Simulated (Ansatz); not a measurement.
Relaxed TiAl (CuAu type, space group P4/mmm):

```yaml
crystal:
  lattice:
    - [2.81297, 0.00000, 0.00000]
    - [0.00000, 2.81297, 0.00000]
    - [0.00000, 0.00000, 4.05847]
  atoms:
    - { symbol: Al, position: [0.50000, 0.50000, 0.50000] }
    - { symbol: Ti, position: [0.00000, 0.00000, 0.00000] }
```

In each cell atom 2 (Ti, nearest neighbour Ti at 2.813 Å; its periodic images, 2.8 Å or more away, move with it) moves by s·(1.000, 0.000, 0.000) (along Cartesian x), the rest being held.

All values below come from r2SCAN (plane waves to 500 eV, PAW, scalar-relativistic; Ansatz, a first-principles code). k mesh 13×13×9 (Γ-centred), Fermi-Dirac smearing 0.05 eV. Energies are smeared free energies. With partly filled bands, energies and forces of such displacements shift with the k mesh and the smearing. TiAl is run without spin polarisation. TiAl was relaxed with its symmetry unable to fall. The zero of ΔE is the undisplaced structure. The last digit holds for this mesh only.

| s (Å) | ΔE (meV/cell) |
|---|---|
| -0.840 | 1352.1 |
| -0.672 | 955.0 |
| -0.504 | 576.2 |
| -0.336 | 268.7 |
| -0.168 | 69.1 |
| 0.000 | 0.0 |
| 0.168 | 69.1 |
| 0.336 | 268.7 |
| 0.504 | 576.2 |
| 0.672 | 955.0 |
| 0.840 | 1352.1 |

Task: What force constant k = d²E/ds² at s = 0 does the table give?

Result: 4.9 eV/Å². It is the second difference of the nearest points, corrected with the next pair.

Task: With k = 4.94 eV/Å² from the forces, is the well harmonic out to s = 0.840 Å?

Result: ½ks² = 1743 meV/cell against the computed 1352 meV/cell, so the well is softer than harmonic there.

(For displaced atoms, the force is minus the slope of the energy, and its curvature is a force constant, which sets phonon frequencies.)
